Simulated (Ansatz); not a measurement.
BeSe in space group P6_3mc (No. 186; Be on 2a, Be on 2b, Se on 2a, Se on 2b) at seven volumes, plane-wave PAW PBE (Ansatz code), shape and atoms relaxed at each. One row is withheld.

| V (Å³/atom) | P (GPa) |
|---|---|
| 15.791 | 8.49 |
| 16.312 | ? |
| 16.833 | 2.42 |
| 17.353 | 0.00 |
| 17.874 | -2.09 |
| 18.394 | -3.90 |
| 18.915 | -5.46 |

Q: Fit the shown pressures and predict the withheld one.

A: P = (3/2)B₀(x^(7/2) − x^(5/2))[1 + (3/4)(B′ − 4)(x − 1)] with x = (V₀/V)^(2/3). Least squares on the six rows gives V₀ = 17.353 Å³/atom, B₀ = 74.9 GPa, B′ = 3.89. At V = 16.312, x = 1.0421 and P = 5.23 GPa. The run itself gave 5.23 GPa.

A made-up cell: these elements were put on the sites of a structure type; neither database checked (COD, Materials Project) lists it. COD files the formula under space group No. 216, so this cell is another polymorph or a model. Its standing as an ambient phase is unchecked. Symmetry was held in the PBE relaxation; whether a distortion lowers the energy is not shown.

Potentials: the later of the program's two PAW sets.
